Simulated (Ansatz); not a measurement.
SbSI:
```
CELL_PARAMETERS angstrom
      8.29250     0.00000     0.00000
      0.00000     4.01389     0.00000
      0.00000     0.00000     9.93680
ATOMIC_POSITIONS crystal
  Sb 0.62752 0.75000 0.37563
  Sb 0.37248 0.25000 0.62437
  Sb 0.87248 0.25000 0.87563
  Sb 0.12752 0.75000 0.12437
  S  0.84099 0.75000 0.04877
  S  0.15901 0.25000 0.95123
  S  0.65901 0.25000 0.54877
  S  0.34099 0.75000 0.45123
  I  0.01113 0.75000 0.66918
  I  0.98887 0.25000 0.33082
  I  0.48887 0.25000 0.16918
  I  0.51113 0.75000 0.83082
```

Relaxed with LDA.

Question: Map the electron localisation function on the plane through (0.628, 0.750, 0.376) spanned by u = [1, 0, 0] and v = [0, 0, 1] in lattice vectors, from the program Ansatz at the LDA level (PAW).

Answer: x is the fraction of u, y of v (the angle between them is 90°; rows are the nearest grid lines); atoms in the plane: Sb at (0.00, 0.00), Sb at (0.50, 0.75), S at (0.21, 0.67), S at (0.71, 0.08), I at (0.38, 0.29), I at (0.88, 0.46).
```
|   :=+*+:            :*%@@@@@@%%#+--.   |
| .:=+**=.              :=*###+=-:----:. |
|--=+***-.               ..:-::...::-----|
|=+++=:.        .::-=+++=:.        .:--==|
|.    ..::::...::----==+***-.          ..|
|   :*%@@@%%#*+=--:    :=+*+:            |
|  :*%@@@@@@%%#+--.    :=+*+:            |
| .+%@@@#:.=%@@#+-:.  :-==+-.            |
| .=#%@%=  -#%%#+-::------:              |
|. .-+#%%%%%%#*=:....:...    .:+*####*+-.|
|=. .-+#%%%%#*+-.           .-*#%%%####*=|
|#*=.  .:---:..            .=#%%##*****##|
|###=.       .......      .-*%##*=::::=*#|
|#%%+:    .:=+**####*-.    :+##**=:..-+*#|
|#%#=.   .-+*#****###*=.   .=*#**+===+*##|
|#*=.   .=*#**+===+*#%#=.   .-+*#****####|
|:.    .-*##*+-.*=:=*%#+:     ..:-=+++=-:|
|       :*%%##+=--=**#*-.   ....         |
|       .=#%%##*****#*=.  .:--::..       |
|        .-*%%%%####*...:+#%%%%#*=:.     |
|::-::.     .:----:.. :+#%%#**#%%#*=:::::|
|---===-:            .+%@@%-  .*%%#+-----|
|  :-==+-.           .+%@@@*:.=%@@#+--.  |
|   :=+*+:            :*%@@@@@@%%#+--.   |
```
Scale: ten equal steps from 0.000 (start of ' ') to 0.924 (end of '@'), in the order ' .:-=+*#%@'; x runs from 0.000 to 1.00, y from 0.000 (bottom) to 1.00 (top).

The density is the valence pseudo-density with augmentation charge, so density and ELF within about 1 Å of a nucleus are not all-electron values.

Space group Pnma. The first step of the workflow began from a Materials Project structure, measured or hypothetical; the Crystallography Open Database files this formula in space group No. 62, but the cells were not matched. Its standing as an ambient phase is unchecked. The LDA relaxation kept the symmetry of its start; its stability against distortions is not shown here. A crystal of weakly bound chains computed without a dispersion correction: the cell and the soft elastic constants depend strongly on that. Scalar-relativistic: spin–orbit coupling is off unless named, which matters more the heavier the elements.

Potentials: the later of the program's two PAW sets.
